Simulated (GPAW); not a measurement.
NiMoIrPdW: changing the functional

```
Ni Mo Pd Ir W
1.0
    -1.37004    1.37004    9.71647
     1.37004   -1.37004    9.71647
     1.37004    1.37004   -9.71647
Ni Mo Pd Ir W
1 1 1 1 1
Direct
  0.19862 0.19862 0.00000
  0.60922 0.60922 0.00000
  0.79310 0.79310 0.00000
  0.39944 0.39944 0.00000
  0.99565 0.99565 0.00000
```

The cell comes from a database or a generator and needn't be the stable form of this composition.

Kept alike: task band structure; k mesh 10 × 10 × 10; occupations fermi-dirac, width 0.05 eV; collinear spin, ferromagnetic start. Program: GPAW, potentials by row: the program's PAW data sets (release 1.2.1) made for this functional (LDA); GPAW PAW data sets (gpaw-data 1.2.1) (PBE); PAW data sets generated for this functional (PBEsol), cutoff 600 eV. The mesh is that of the run's cell of 5 atoms. No spin-orbit coupling.

| run | pressure (GPa) |
| --- | --- |
| A | -9.13 |
| B | -0.14 |
| C | -15.23 |

Pressure is positive in compression; the values hold the error of the finite cutoff, so their zero can differ a little from the energy's minimum. For a metal such a mesh leaves the last digits unconverged. The moments vanished: the runs ended non-magnetic.

Question: The runs differ in the functional alone: LDA; PBE; PBEsol. Which run is which?

Answer: Run A is PBEsol; run B is PBE; run C is LDA. The pressure runs from -15.23 (LDA) to -0.14 GPa (PBE). From PBE: LDA -15.09; PBEsol -8.99.
